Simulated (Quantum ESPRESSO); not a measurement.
# Strain and stress in Ge6Si

Calculated results; nothing here was measured. They come from pw.x of Quantum ESPRESSO 7.5, a plane-wave density functional program, with PseudoDojo standard norm-conserving files (v0.5 for PBE, v0.4.1 for LDA and PBEsol). The cells are made up: elements, strain and atom displacements were drawn at random, and nothing was relaxed. There is no spin polarisation, spin-orbit coupling or dispersion term.

The cell has 8 sites of a zincblende or diamond lattice. Sites 1 to 4 hold Ge Ge Ge Ge; sites 5 to 8 hold empty Ge Si Ge. Cell vectors in Å: (5.800, -0.087, 0.037); (-0.087, 5.735, -0.020); (0.037, -0.020, 5.852). Settings: PBE, cutoff 1061 eV, 6 x 6 x 6 k mesh shifted by half a step, Fermi-Dirac smearing of 0.1 eV.

Each run adds a shear xy (given as the tensor component) to one cell, with the atoms carried along; the vectors above are those of run 2. Stress is positive in tension and P is minus a third of its trace. E is the free energy for each atom above the lowest run shown.

```
run  strain (%)  s_xx (GPa)  s_yy (GPa)  s_zz (GPa)  s_xy (GPa)  P (GPa)  E (meV/atom)
  1       -2.32        2.86        2.38        3.21       -3.16    -2.81         21.26
  3        0.26        3.22        2.71        3.49       -1.07    -3.14          2.55
  4        1.08        3.26        2.74        3.52       -0.41    -3.17          0.40
  5        1.82        3.26        2.74        3.53        0.19    -3.18          0.00
  6        2.08        3.25        2.73        3.52        0.41    -3.17          0.21
  7        2.46        3.24        2.72        3.51        0.72    -3.16          0.88
  2       -0.02           ?           ?           ?           ?        ?             ?
```

A rerun of one of these cells at 1347 eV and k mesh 8 x 8 x 8 moved values by no more than 0.004 eV in the cell's energy, 0.02 GPa in stress and 0.003 eV/Å in force.

## Worked fit

A parabola through the six runs shown gives s_xy = -1.28 + 0.81 e + 0.001 e² GPa, with e in per cent and a scatter of 0.01 GPa. The slope is a stiffness of 81 ± 1 GPa for each unit of this strain at e = 0, twice a shear constant under the stress shown, since the tensor component is half the shear angle. The atoms are clamped, and relaxing them would in general lower it. The error is the larger of the fit's own and the change that a cubic makes, rounded up.

## Withheld run

Question: what s_xy should run 2 give?

The fit gives -1.30 GPa. The calculation gave -1.30 GPa.

| run | strain (%) | s_xx (GPa) | s_yy (GPa) | s_zz (GPa) | s_xy (GPa) | P (GPa) | E (meV/atom) |
| --- | --- | --- | --- | --- | --- | --- | --- |
| 2 | -0.02 | 3.20 | 2.69 | 3.47 | -1.30 | -3.12 | 3.70 |